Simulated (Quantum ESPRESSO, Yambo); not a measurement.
GaAlN$_{2}$ (space group P3m1, No. 156): static response along x against the Γ-centred k mesh (Yambo on norm-conserving LDA (Quantum ESPRESSO, 84 Ry, without SOC) bands; 37 bands, 4 Ry block). The smallest direct LDA gap is 3.15 eV. Axes are Cartesian, with cell vectors (Å) (3.11, 0.00, 0.00), (-1.56, 2.70, 0.00), (0.00, 0.00, 5.05).

```tsv
k mesh	ε(0), independent particles	ε(0), RPA with local fields	rough Yambo cost
6×6×4	5.28	5.00	about 1/6
9×9×4	5.16	4.88	about 1/4
12×12×6	5.15	4.87	within a factor of two
15×15×8	5.15	4.87	1
```

The last step changes the RPA value by 0.0 %. Electronic response only; costs are rough.

Geometry relaxed with LDA; primitive cell a = b = 3.115 Å, c = 5.048 Å, α = β = 90.00°, γ = 120.00°.

The structure is a Materials Project entry; no match was found in the copy of COD used, and its stability was not checked.
